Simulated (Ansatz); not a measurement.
**LiTlS2 (ordering on zincblende): zone-centre phonons and dielectric response**

Perturbation theory with PBEsol in the PAW code Ansatz on the PBEsol cell, ground state and force constants on a 6×6×4 mesh. Note: simulated data, non-magnetic, for a generated structure that need not be the stable one.

It is tetragonal, P-4m2 (No. 115); a = 4.046 Å, c = 5.660 Å in the conventional setting, 23.16 Å³ an atom. Li has 4 S at 2.40 Å; S has 2 Li at 2.40 Å and 2 Tl at 2.54 Å; Tl has 4 S at 2.54 Å.

```cif
data_structure
_symmetry_space_group_name_H-M 'P-4m2'
_symmetry_Int_Tables_number 115
_cell_length_a 4.0458
_cell_length_b 4.0458
_cell_length_c 5.6602
_cell_angle_alpha 90.000
_cell_angle_beta 90.000
_cell_angle_gamma 90.000
_cell_volume 92.65
loop_
_atom_site_label
_atom_site_type_symbol
_atom_site_symmetry_multiplicity
_atom_site_Wyckoff_symbol
_atom_site_fract_x
_atom_site_fract_y
_atom_site_fract_z
_atom_site_occupancy
Li1 Li 1 a 0.00000 0.00000 0.00000 1
S1 S 2 g 0.00000 0.50000 0.22869 1
Tl1 Tl 1 c 0.50000 0.50000 0.50000 1
```

Optical modes without the longitudinal term:

| ω (cm⁻¹) | degeneracy | IR intensity, summed over the level ((D/Å)²/amu) |
| --- | --- | --- |
| 72 | 2 | 1.85 |
| 236 | 1 | 3.14 |
| 250 | 2 | 13.48 |
| 261 | 1 | 0.00 |
| 348 | 1 | 7.20 |
| 391 | 2 | 7.70 |

The zone-centre optical frequencies run from 72 to 391 cm⁻¹, none imaginary (the rest of the zone wasn't tested). With the long-range field the highest mode reaches 410 cm⁻¹. By the program's warning the force constants, and with them frequencies and ε⁰, aren't converged on this mesh. Of the real levels 5 are infrared active, the strongest at 250 cm⁻¹.

The clamped-ion dielectric constant comes out as 7.37 along x and y, 6.29 along z. With the ions relaxed, ε⁰ is 14.5 along x and y, 9.0 along z. Born charges, averaged over directions: Li +0.98, S -2.05, Tl +3.13 e.

For comparison, on the r2SCAN cell the mean ε∞ is 6.14 with r2SCAN (ground state on 6×6×4; least gap 1.20 eV), 6.74 with PBE (ground state on 6×6×4; least gap 0.93 eV).

Spin-orbit coupling is left out; in compounds of Pb, Bi, Tl or Hg it can lower a gap by up to about 1 eV, split its edges or invert the bands.
